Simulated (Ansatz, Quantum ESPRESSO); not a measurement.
One calculation of NaLaMnMoO6, 4 ways

```
Na La Mn Mo O
1.0
     5.10934   -0.00669    0.01056
    -0.23945    5.68925    0.00703
    -0.92899   -2.82542    5.11884
Na La Mn Mo O
1 1 1 1 6
Direct
  0.40776 0.38086 0.07519
  0.03690 0.66325 0.68598
  0.44271 0.04268 0.40638
  0.90251 0.96387 0.30442
  0.73627 0.69569 0.99417
  0.72288 0.91846 0.55299
  0.70112 0.27368 0.37292
  0.19224 0.75325 0.36660
  0.17926 0.03365 0.11672
  0.20034 0.27462 0.63197
```

The cell comes from a database or a generator and needn't be the stable form of this composition.

Alike in all runs: task single point; functional PBE; k mesh 6 × 6 × 5; occupations fermi-dirac, width 0.05 eV; collinear spin, ferromagnetic start; no spin-orbit coupling. Pressure is positive in compression and, in plane waves, holds the error of the finite cutoff, which Ansatz's Pulay term estimates and takes out.

```tsv
program and potentials	plane-wave cutoff (eV)	notes	pressure (GPa)	net moment per atom (μB)	largest force (eV/Å)
Quantum ESPRESSO, SSSP 1.3 efficiency PBE	884	-	?	?	?
Ansatz, Ansatz NC	1497	Pulay term of +0.02 GPa included	-0.01	0.30	-
Ansatz, PseudoDojo standard (PBE files)	1497	-	-0.11	0.30	0.085
Ansatz, JTH PAW	1800	-	0.60	0.30	0.082
```

Problem. Estimate from the other rows what the run with Quantum ESPRESSO, SSSP 1.3 efficiency PBE gave.

Solution. Pressure 0.24 GPa; net moment per atom 0.30 μB; largest force 0.092 eV/Å. The other rows, which needn't bracket it: pressure -0.11 to 0.60; net moment per atom 0.30; largest force 0.082 to 0.085.
